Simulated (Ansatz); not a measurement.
Mn2Ge in space group P4/nmm (No. 129; Mn on 2a, Mn on 2c, Ge on 2c) at seven volumes, PBE in the plane-wave PAW code Ansatz, shape and atoms relaxed at each. One row is withheld.

```
V (Å³/atom)  P (GPa)
-----------  -------
12.260         13.08
12.664          7.84
13.068          3.69
13.472          0.01
13.876         -3.01
14.281         -5.32
14.685             ?
```

### Question
Fit the shown pressures and predict the withheld one.

### Answer
P = (3/2)B₀(x^(7/2) − x^(5/2))[1 + (3/4)(B′ − 4)(x − 1)] with x = (V₀/V)^(2/3). Least squares on the six rows gives V₀ = 13.476 Å³/atom, B₀ = 108 GPa, B′ = 5.27. At V = 14.685, x = 0.9443 and P = -7.40 GPa. The run itself gave -7.10 GPa.

The cell is a constructed one: a structure type filled with these elements; neither database checked (COD, Materials Project) lists it. Whether it is the stable phase at ambient conditions was not checked. The cell was relaxed with PBE under the symmetry of its start, as lowered by the spin order; whether a distortion lowers the energy is not shown. Spin order of the final state: ferrimagnetic, chosen from 5 collinear starts compared on coarse meshes (ties went to the first, and starts can fall back to one state), not a proven ground state.

Potentials: the later of the program's two PAW sets.
